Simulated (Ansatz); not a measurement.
All numbers below come from DFT PBE, scalar-relativistic, plane waves, PAW (Ansatz). Settings: cutoff 420 eV, Γ-centred meshes spaced at most about 0.3 Å⁻¹, and about 0.25 Å⁻¹ or finer for metals (2π included), Gaussian smearing. Collinear spin in cells that started with moments and kept them past the coarse steps, no spin elsewhere.

These are static total energies at zero pressure.

Two forms of CoBr4 were relaxed alike.

A. (site moments Co 2.4 μB)

```yaml
crystal:
  lattice:
    - [-3.11517, 3.11517, 3.49716]
    - [3.11517, -3.11517, 3.49716]
    - [3.11517, 3.11517, -3.49716]
  atoms:
    - { symbol: Co, position: [0.50000, 0.50000, 0.00000] }
    - { symbol: Br, position: [0.50000, 0.00000, 0.00000] }
    - { symbol: Br, position: [0.00000, 0.50000, 0.00000] }
    - { symbol: Br, position: [0.00000, 0.00000, 0.50000] }
    - { symbol: Br, position: [0.50000, 0.50000, 0.50000] }
```

B. (site moments Co 2.4 μB)

```yaml
crystal:
  lattice:
    - [-3.22608, 3.22608, 3.22608]
    - [3.22608, -3.22608, 3.22608]
    - [3.22608, 3.22608, -3.22608]
  atoms:
    - { symbol: Co, position: [0.00000, 0.00000, 0.00000] }
    - { symbol: Br, position: [0.00000, 0.00000, 0.50000] }
    - { symbol: Br, position: [0.00000, 0.50000, 0.00000] }
    - { symbol: Br, position: [0.50000, 0.00000, 0.00000] }
    - { symbol: Br, position: [0.50000, 0.50000, 0.50000] }
```

Question: Which is lower in energy, and by how much?

Answer: A is lower, by 14 meV/atom. A has space group I4/mmm (No. 139), 27.1 Å³/atom and no gap on its mesh; B has space group Im-3m (No. 229), 26.9 Å³/atom and no gap. Even the lower one lies +0.32 eV/atom against the reference forms of the elements (uncorrected), so neither is stable at this level. In A, Co has 8 Br at 2.81 Å; Br is surrounded by 2 Co at 2.81 Å, 4 Br at 3.12 Å and 2 Br at 3.50 Å. In B, around Co lie 8 Br at 2.79 Å; Br has 2 Co at 2.79 Å and 6 Br at 3.23 Å. Both come from invented guesses. A third cell relaxed alike, in P-43m, lies 0.50 eV/atom below the lower of the two.

For metals, differences of a few meV/atom aren't resolved. In such compounds of Co a zero gap at this level may well be an artefact, since no Hubbard U is applied. The magnetic state reached may not be the lowest. Cells relaxed within their symmetry can be saddle points. Some types were kept out of the candidates beforehand, so the set may lack a known form.
